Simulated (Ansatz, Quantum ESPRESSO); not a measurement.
## HfB: the pressure in 2 programs

The cell as given:

```
CELL_PARAMETERS angstrom
0.00000 2.31000 2.31000
2.31000 0.00000 2.31000
2.31000 2.31000 0.00000
ATOMIC_POSITIONS crystal
Hf 0.50000 0.50000 0.50000
B 0.00000 0.00000 0.00000
```

Kept alike: task relaxation of cell and atoms; functional PBEsol; k mesh 10 × 10 × 10; occupations fermi-dirac, width 0.05 eV; no spin polarisation. The mesh is that of the run's cell of 2 atoms. No spin-orbit coupling.

- A: Ansatz, all-electron LAPW, scalar-relativistic
- B: Quantum ESPRESSO, GBRV 1.5 PBEsol, cutoff 707 eV

```csv
pressure (GPa),A: volume (Å³/atom),B: volume (Å³/atom)
0,13.715,13.789
5,13.355,13.430
10,13.032,13.112
20,12.486,12.566
30,12.026,?
```

Values hold for each row's relaxed cell, which stops near the pressure aimed at. The runs follow the start's structure, whether or not it is the stable one at these pressures.

**Question.** Estimate the value left open.

**Answer.** In the median of the other rows B lies +0.077 Å³/atom from the other column, which points to 12.103; the run gave 12.111 Å³/atom, +0.008 from it.
